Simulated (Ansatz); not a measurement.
Ansatz (a program for electronic structure) input:

Ansatz 0.2 input:
```yaml
crystal:
  lattice:
    - [0.0, 2.8782007232, 2.8782007232]
    - [2.8782007232, 0.0, 2.8782007232]
    - [2.8782007232, 2.8782007232, 0.0]
  atoms:
    - { symbol: W, position: [0.0, 0.0, 0.0] }
    - { symbol: W, position: [0.25, 0.25, 0.25] }
kpoints:
  mp_grid: { grid: [9, 9, 9] }
  band_path:
    path:
      - [[0.0, 0.0, 0.0], [0.5, 0.0, 0.5], [0.625, 0.25, 0.625]]  # Γ-X-U
      - [[0.375, 0.375, 0.75], [0.0, 0.0, 0.0], [0.5, 0.5, 0.5], [0.5, 0.25, 0.75], [0.5, 0.0, 0.5]]  # K-Γ-L-W-X
    npoints: 12
basis: { xc_grid: 2 }
hamiltonian:
  xc: pbesol
  pseudopotentials: { kind: paw }
magnetization: { noncollinear: true, spin_orbit: true }
scf:
  n_extra_bands: 12
  convergence: { dr2_threshold: 0.0000000001 }
  occupations: { method: gaussian, width: 0.05 }
output: { eigenvalues: true }
```

Output (shortened):

```
Pseudopotential: W, paw_fr, valence charge 14
Functional definition: PBEsol
non-collinear run that drives no moment, with spin-orbit …
Crystal: 2 atoms, lattice volume = 47.686 Å³
Basis set: ecut = 420 eV, 941 PW (Γ), exchange–correlation on 60×60×60 points (8 copies of the dense FFT grid, shifted against one another)
Bands: 40, of which v1, the nominal top of the filled ones, is band 28 counted from 1 (27 counted from 0)
Symmetry: 48 space group operations + 48 with time reversal
k-points: 35 of 729
Projection manifold: j_resolved (fully-relativistic pseudo-atomic orbitals)
SCF iter   1: F=—  HF=-20555.961066 eV  |F-HF|=—  |Δ(HF+E_count)|=         —  Δρ=4.85e-2  dr2=9.24e-1  dr2_m=0.00e0 (ungated)  ethr=3.10e-3  |M|=0.00e0 ∫|m|=0.00e0 μB  |m|>n=0.0e0 m-floor=0.0e0 τ_xc=0.0e0  β_m=0.30  ⟨swp⟩=6.2  Hψ=3286  notcnv=0  defer=24
preconditioner: auto → Kerker (q_TF=auto, 2.497 Å⁻¹)
spin=Noncollinear: Kerker preconditioning applied to the charge; magnetization (m_x, m_y, m_z) channels mix plain (no charge-response kernel on spin).
SCF iter   2: F=—  HF=-20555.864544 eV  |F-HF|=—  |Δ(HF+E_count)|=   9.65e-2  Δρ=3.72e-2  dr2=5.66e-1  dr2_m=0.00e0 (ungated)  ethr=3.10e-3  |M|=0.00e0 ∫|m|=0.00e0 μB  |m|>n=0.0e0 m-floor=0.0e0 τ_xc=0.0e0  β_m=0.64  ⟨swp⟩=1.0  Hψ=840  notcnv=0  defer=28
SCF iter   3: F=—  HF=-20555.695438 eV  |F-HF|=—  |Δ(HF+E_count)|=   1.69e-1  Δρ=3.76e-3  dr2=4.67e-3  dr2_m=0.00e0 (ungated)  ethr=2.02e-3  |M|=0.00e0 ∫|m|=0.00e0 μB  |m|>n=0.0e0 m-floor=0.0e0 τ_xc=0.0e0  β_m=0.82  ⟨swp⟩=2.0  Hψ=930  notcnv=0  defer=44
SCF iter   4: F=—  HF=-20555.696595 eV  |F-HF|=—  |Δ(HF+E_count)|=   1.16e-3  Δρ=1.40e-3  dr2=1.06e-3  dr2_m=0.00e0 (ungated)  ethr=1.67e-5  |M|=0.00e0 ∫|m|=0.00e0 μB  |m|>n=0.0e0 m-floor=0.0e0 τ_xc=0.0e0  β_m=0.91  ⟨swp⟩=1.8  Hψ=942  notcnv=0  defer=190
SCF iter   5: F=—  HF=-20555.696753 eV  |F-HF|=—  |Δ(HF+E_count)|=   1.58e-4  Δρ=2.41e-4  dr2=3.15e-5  dr2_m=0.00e0 (ungated)  ethr=3.80e-6  |M|=0.00e0 ∫|m|=0.00e0 μB  |m|>n=0.0e0 m-floor=0.0e0 τ_xc=0.0e0  β_m=0.96  ⟨swp⟩=1.0  Hψ=605  notcnv=0  defer=190
SCF iter   6: F=—  HF=-20555.696767 eV  |F-HF|=—  |Δ(HF+E_count)|=   1.46e-5  Δρ=5.82e-5  dr2=7.93e-7  dr2_m=0.00e0 (ungated)  ethr=1.13e-7  |M|=0.00e0 ∫|m|=0.00e0 μB  |m|>n=0.0e0 m-floor=0.0e0 τ_xc=0.0e0  β_m=0.98  ⟨swp⟩=2.1  Hψ=798  notcnv=0  defer=190
SCF iter   7: F=—  HF=-20555.696768 eV  |F-HF|=—  |Δ(HF+E_count)|=   5.16e-7  Δρ=7.38e-6  dr2=1.49e-8  dr2_m=0.00e0 (ungated)  ethr=2.83e-9  |M|=0.00e0 ∫|m|=0.00e0 μB  |m|>n=0.0e0 m-floor=0.0e0 τ_xc=0.0e0  β_m=0.99  ⟨swp⟩=2.1  Hψ=849  notcnv=0  defer=190
SCF iter   8: F=—  HF=-20555.696768 eV  |F-HF|=—  |Δ(HF+E_count)|=   2.14e-8  Δρ=1.55e-6  dr2=7.88e-10  dr2_m=0.00e0 (ungated)  ethr=5.31e-11  |M|=0.00e0 ∫|m|=0.00e0 μB  |m|>n=0.0e0 m-floor=0.0e0 τ_xc=0.0e0  β_m=0.99  ⟨swp⟩=2.3  Hψ=914  notcnv=0  defer=190
SCF iter   9: F=-20555.696768 eV  HF=-20555.696768 eV  |F-HF|=0.00e0  |Δ(HF+E_count)|=  7.53e-10  Δρ=2.07e-7  dr2=1.26e-11  dr2_m=0.00e0 (ungated)  ethr=1.00e-12  |M|=0.00e0 ∫|m|=0.00e0 μB  |m|>n=0.0e0 m-floor=0.0e0 τ_xc=0.0e0  ⟨swp⟩=9.1  Hψ=2505  notcnv=0
SCF 1 converged in 9 iterations: F = -20555.696768 eV  dr2 = 1.26e-11
NSCF: frozen V_eff on 74 k-points
SCF converged after 9 iterations
Magnetization: |M| = 0.0000 μB,  M = (+0.0000, +0.0000, +0.0000) μB
Absolute magnetization: 0.0000 μB (∫|m|)
  site 0: m = (+0.0000, +0.0000, +0.0000) μB, |m| = 0.0000 μB  (R = 1.03 Å)
  site 1: m = (+0.0000, +0.0000, +0.0000) μB, |m| = 0.0000 μB  (R = 1.03 Å)
Free energy (F): -20555.696768 eV
Harris-Foulkes:  -20555.696768 eV  (|F-HF|=0.00e0)
Internal energy: -20555.691237 eV  (E = F + TS)
E sigma→0 (E₀):  -20555.694002 eV
Entropy (-TS):   -0.005531 eV (-2.766 meV/atom)
Fermi energy:    12.850630 eV
--- Per-component energies (eV) ---
  E_band       = -405.830178
  E_kinetic    = 894.110845
  E_local      = -2171.986492  (includes V_loc(G=0)·N_el)
  E_nonlocal   = 7.295847
  E_hartree    = 793.524856
  E_xc         = -523.672682
  E_vxc        = -469.277771  (∫ρ·V_xc dr)
  E_paw        = -16914.300624  (= ΣΔE_a)
  E_vpaw       = -253.022061  (= ΣTr[D̂ρ^β])
  E_aug_tail   = -0.000141  (compensation charges beyond the density's cutoff)
  E_ewald      = -2641.116092
  E_core_change = 0.453245  (= ΣΔE_core)
  E_smearing   = -0.005531  (= −TS)
  E_closure    = 0.000000  (closes the sum)
  Σ components = -20555.696768   (vs F -20555.696768, Δ=0.00e0)
  [band-id]    e_kinetic+e_local+e_nonlocal+2·e_hartree+e_vxc+e_vpaw+e_augmentation_tail = -405.830061   (vs E_band -405.830178, Δ=1.17e-4)
--- Band table (eV; the first three rows and the last of 35) ---
  k-point 0: bands = ["-60.0005", "-60.0005", "-59.6320", "-59.6320", "-31.6971", "-31.6971", "-31.0106", "-31.0106", "-22.2024", "-22.2024", "-22.2024", "-22.2024", "-21.0282", "-21.0282", "-21.0282", "-21.0282", "6.5869", "6.5869", "10.8671", "10.8671", …
  k-point 1: bands = ["-59.9924", "-59.9924", "-59.6404", "-59.6404", "-31.6836", "-31.6836", "-31.0283", "-31.0283", "-22.2198", "-22.2198", "-22.1672", "-22.1672", "-21.0608", "-21.0608", "-21.0092", "-21.0092", "6.8095", "6.8095", "10.7541", "10.7541", …
  k-point 2: bands = ["-59.9698", "-59.9698", "-59.6637", "-59.6637", "-31.6458", "-31.6458", "-31.0770", "-31.0770", "-22.2615", "-22.2615", "-22.0678", "-22.0678", "-21.1535", "-21.1535", "-20.9632", "-20.9632", "7.4342", "7.4342", "10.6553", "10.6553", …
  k-point 34: bands = ["-59.8425", "-59.8425", "-59.7935", "-59.7935", "-31.4244", "-31.4244", "-31.3307", "-31.3307", "-22.3145", "-22.3145", "-21.6777", "-21.6777", "-21.5239", "-21.5239", "-20.8958", "-20.8958", "9.8496", "9.8496", "9.9806", "9.9806", …
```

Cost: very roughly 28 core-seconds on shared cores.

Space group Fd-3m (diamond). The start of the workflow was typed in or built on a structure type; neither database checked (COD, Materials Project) lists it. It is not the phase usual at ambient conditions (space group No. 229). The cell was relaxed with PBEsol under the symmetry of its start. At this level the phase is mechanically unstable. The run is not spin-polarised.

Potentials: the later of the program's two PAW sets.

Ansatz is a plane-wave DFT program.
